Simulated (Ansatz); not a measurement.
Input and command of a plane-wave DFT calculation in Ansatz:

```yaml
crystal:
  lattice:
    - [0.0, 2.95197639, 2.95197639]
    - [2.95197639, 0.0, 2.95197639]
    - [2.95197639, 2.95197639, 0.0]
  atoms:
    - { symbol: In, position: [0.0, 0.0, 0.0] }
    - { symbol: P, position: [0.75, 0.75, 0.75] }
basis:
  ecutwfc: 420
kpoints:
  mp_grid: { grid: [10, 10, 10] }
hamiltonian:
  xc: pbe
scf:
  occupations: { method: gaussian, width: 0.02 }
output:
  forces: true
  stress: true
  eigenvalues: true
relax:
  adjacent_minimum: "off"
  f_tol: 0.005
  max_steps: 80
  cell: { stress_tol: 0.05 }
```

```bash
ansatz run input.yaml --threads 4 --pin off --max-ram 8192MiB --backend cpu --events-out ev --progress --plain --runs-dir out
```

Processor: Intel(R) Xeon(R) Processor @ 2.70GHz, 4 threads, on a host shared with other jobs.

**Question.** Estimate time, memory and problem size.

**Answer.** About 9.5 s on 4 threads of Intel(R) Xeon(R) Processor @ 2.70GHz, with other jobs on the host, peak memory 0.42 GiB. It solves 13 bands at 47 k points (the mesh reduced by the symmetry that the task leaves, which can be less than the crystal's) with about 1037 plane waves (on the last cell), in 22 SCF iterations over 4 ionic steps.
